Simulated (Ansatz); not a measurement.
# Structure relaxation, TiAl3

The start is a generated trial cell of TiAl3 in the AFLOW prototype A3B_cI8_229_b_a (as in H3S). Cell shape, volume and atoms are optimised at zero target pressure with r2SCAN (plane waves to 500 eV, PAW, scalar-relativistic; Ansatz, an electronic-structure program). The first steps use a coarse 9×9×9 k-mesh.

The start:
```
TiAl3
1.0
   -2.48815     2.48815     2.48815
    2.48815    -2.48815     2.48815
    2.48815     2.48815    -2.48815
Al Ti
3 1
Direct
  0.00000   0.50000   0.50000
  0.50000   0.50000   0.00000
  0.50000   0.00000   0.50000
  0.00000   0.00000   0.00000
```

### Question
By how much does the energy per atom fall from start to end?

### Answer
0.27 eV/atom.

### Question
How does the volume change?

### Answer
+28.2 %, from 15.40 to 19.75 Å³/atom.

### Question
How do the shortest distances between atoms change?

### Answer
The closest pairs of elements (up to four, under 3.6 Å), start → end: Al–Al 2.49 → 2.70 Å; Al–Ti 2.49 → 2.70 Å.

### Question
Is the relaxed structure metallic? Give its gap.

### Answer
Zero (metallic).

### Question
What does it relax into? Give the structure.

### Answer

Space group Im-3m (No. 229); a = b = c = 5.406 Å, α = β = γ = 90.00°

```csv
atom,site,symmetry,x,y,z
Al,6b,4/mm.m,0.0000,0.0000,0.5000
Ti,2a,m-3m,0.0000,0.0000,0.0000
```
(The calculation used a cell of 4 atoms; values per cell refer to that cell.)

The space group stays Im-3m (No. 229) (the run could not lower it); the end is AFLOW prototype A3B_cI8_229_b_a (as in H3S), with 4 atoms in the primitive cell. Final values are on a 12×12×12 k-mesh of the relaxed cell. No spin polarisation in the result.

The run could not lower the symmetry of its start; a shaken copy of this end point relaxes with r2SCAN to I4/mmm (No. 139), 1.01 eV/atom lower.

The relaxed structure here is a generated cell of TiAl3: the first start was made by placing the elements on the sites of a structure type, and the end was not matched to a known phase here, so it may be hypothetical. Known forms of TiAl3 include space group No. 139.
